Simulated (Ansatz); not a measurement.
One crystal and one scan (scan of one atom of the cell) at two levels, r2SCAN (plane waves to 500 eV, PAW, scalar-relativistic; Ansatz, a program for electronic structure) and PBE (plane waves to 420 eV, PAW, scalar-relativistic; Ansatz), each from its own relaxed cell and on its own mesh. The cell shown is that of r2SCAN.

Starting cell, CdSe (wurtzite):

```xyz
4
Lattice="4.3400 0.0000 0.0000 -2.1700 3.7585 0.0000 0.0000 0.0000 7.0780" Properties=species:S:1:pos:R:3 pbc="T T T"
Cd     2.1700     1.2528     0.0040
Cd     0.0000     2.5057     3.5430
Se     2.1700     1.2528     4.4212
Se     0.0000     2.5057     0.8822
```

In this cell atom 4 (Se, nearest neighbour Cd at 2.655 Å; its periodic images, 4.3 Å or more away, move with it) is moved by s along Cartesian [111], unit vector (0.577, 0.577, 0.577); all other atoms and the cell stay fixed.

Energies are smeared free energies. CdSe was relaxed with its symmetry unable to fall. (PBE) Left out: 1 of 11 points, with atoms too close for the PAW data. (r2SCAN) Left out: 1 of 11 points, with atoms too close for the PAW data. Percentages come from the unrounded values. Both scans cover s from -0.640 to 0.800 Å.

Results of r2SCAN:

- Lattice constant a (Å): 4.340
- Lattice constant c (Å): 7.078
- Relaxed volume (Å³/atom): 28.86
- Energy at s = 0.800 Å (meV/cell): 1081
- Force along the line at s = -0.640 Å (eV/Å): 9.406
- Force constant k = d²E/ds² at s = 0 (finite differences) (eV/Å²): 5.61
- Symmetry of the curve: not even: the negative side lies higher at ±0.640 Å
- Shape of the curve: a single well with its minimum at or next to zero displacement

Q: Estimate the PBE values.

A: 
| quantity | PBE | r2SCAN − PBE |
|---|---|---|
| Lattice constant a (Å) | 4.383 | -0.043 (-1.0 %) |
| Lattice constant c (Å) | 7.154 | -0.076 (-1.1 %) |
| Relaxed volume (Å³/atom) | 29.75 | -0.89 (-3.0 %) |
| Energy at s = 0.800 Å (meV/cell) | 979 | +102 (+10 %) |
| Force along the line at s = -0.640 Å (eV/Å) | 8.442 | +0.964 (+11 %) |
| Force constant k = d²E/ds² at s = 0 (finite differences) (eV/Å²) | 5.04 | +0.57 (+11 %) |

r2SCAN gives the higher value for: energy at s = 0.800 Å; force along the line at s = -0.640 Å; force constant k = d²E/ds² at s = 0. r2SCAN gives the lower value for: lattice constant a; lattice constant c; relaxed volume. Both give the same symmetry of the curve: not even: the negative side lies higher at ±0.640 Å. Neither level is exact: the differences show how much the result hangs on the functional.

(For displaced atoms, the force is minus the slope of the energy, and its curvature is a force constant, which sets phonon frequencies.)
